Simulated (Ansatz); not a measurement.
**Ansatz 0.2.0, settings compared: TlCd2Se2**

Input:

```yaml
crystal:
  lattice:
    - [0.0, 4.182141, 0.0]
    - [4.182141, 0.0, 0.0]
    - [2.091071, 2.091071, -7.406911]
  atoms:
    - { symbol: Tl, position: [0.0, 0.0, 0.0] }
    - { symbol: Cd, position: [0.75, 0.25, 0.5] }
    - { symbol: Cd, position: [0.25, 0.75, 0.5] }
    - { symbol: Se, position: [0.36, 0.36, 0.28] }
    - { symbol: Se, position: [0.64, 0.64, 0.72] }
  symmetry: { tolerance: 0.0003 }
kpoints:
  mp_grid: { grid: [5, 5, 5], shift: [0, 0, 0] }
magnetization:
  spin_polarized: false
scf:
  occupations: { method: gaussian, width: 0.0206 }
hamiltonian:
  pseudopotentials: { kind: paw }
  xc: pbe
basis:
  ecutwfc: 420
output:
  forces: true
  stress: true
  eigenvalues: true
```

The command:

```bash
ansatz run input.yaml --threads 1 --pin off --max-ram 2560MiB --backend cpu --events-out ev --progress --plain --runs-dir out
```

Origin of the cell: a known structure type with other elements, at an estimated volume, so it need not be a known compound.

Output of this run (shortened):

```
SCF iter   1: F=—  HF=-38892.003007 eV  Δρ=1.96e-3  dr2=8.79e-3  defer=1
SCF iter   2: F=—  HF=-38892.004302 eV  Δρ=8.56e-4  dr2=1.03e-3  defer=43
SCF iter   3: F=—  HF=-38892.004431 eV  Δρ=9.25e-4  dr2=9.97e-4  defer=25
SCF iter   4: F=—  HF=-38892.004091 eV  Δρ=1.33e-4  dr2=6.99e-5  defer=25
SCF iter   5: F=—  HF=-38892.004101 eV  Δρ=6.22e-5  dr2=9.48e-6  defer=25
SCF iter   6: F=—  HF=-38892.004099 eV  Δρ=2.14e-5  dr2=1.94e-6  defer=25
SCF iter   7: F=-38892.004099 eV  HF=-38892.004099 eV  Δρ=4.65e-6  dr2=3.71e-8
SCF 1 converged in 7 iterations: F = -38892.004099 eV  dr2 = 3.71e-8
SCF converged after 7 iterations
Free energy (F): -38892.004099 eV
Harris-Foulkes:  -38892.004099 eV  (|F-HF|=2.32e-8)
Internal energy: -38892.003597 eV  (E = F + TS)
E sigma→0 (E₀):  -38892.003848 eV
Entropy (-TS):   -0.000502 eV (-0.100 meV/atom)
Fermi energy:    11.189030 eV
--- Per-component energies (eV) ---
  E_band       = -1677.605563
  E_kinetic    = 1583.925471
  E_local      = -15340.738668  (includes V_loc(G=0)·N_el)
  E_nonlocal   = -807.295635
  E_hartree    = 7291.377997
  E_xc         = -795.836346
  E_vxc        = -785.811443  (∫ρ·V_xc dr)
  E_paw        = -22150.490927  (= ΣΔE_a)
  E_vpaw       = -910.436661  (= ΣTr[D̂ρ^β])
  E_aug_tail   = -0.001104  (compensation charges beyond the density's cutoff)
  E_ewald      = -8672.944384
  E_smearing   = -0.000502  (= −TS)
  Σ components = -38892.004099   (vs F -38892.004099, Δ=0.00e0)
--- Forces (eV/Å), atoms counted from 1 ---
  atom   1  Tl     0.000000     0.000000     0.000000
  atom   2  Cd    -0.000000     0.000000    -0.000000
  atom   3  Cd     0.000000    -0.000000     0.000000
  atom   4  Se    -0.000000    -0.000000     1.589578
  atom   5  Se     0.000000     0.000000    -1.589578
  max |Σ_I F_I| component: 2.22e-16 eV/Å
--- Stress (GPa, compression-positive) ---
        9.221734      -0.000000       0.000000
       -0.000000       9.221734       0.000000
        0.000000       0.000000       6.543852
  P = ⅓ Tr σ = 8.3291 GPa (83.291 kbar)
```

The same input was run again with these changes:

1. `basis.xc_grid` default → 2; `kpoints.mp_grid.grid` [5, 5, 5] → [8, 8, 8]; `crystal.symmetry` { tolerance: 0.0003 } → { detect: false }
2. `scf.n_extra_bands` default → 4
3. `hamiltonian.dispersion` default → d4
4. `accuracy` default → medium

```tsv
run	end	SCF iterations	P (GPa)	max force component (eV/Å)	moment (μB)	ΔE(σ→0) (meV/atom)
base	converged	7	8.33	1.590	–	0
1	converged	7	8.72	1.643	–	4.74
2	converged	7	8.33	1.590	–	0.00
3	converged	7	5.86	1.527	–	–
4	converged	7	8.33	1.590	–	0.00
```

Energies are compared only where functional, datasets, charge and starting cell are the same.

Caveats of the base run: no moments, though an odd count or open d shells may carry them; no spin-orbit coupling, though heavy elements are present; the k mesh is coarse if the cell is a metal.

The base run ran for 13 s on 1 thread of Arm Neoverse N1 (shared host), peak memory 0.44 GiB, from the program's own first density.
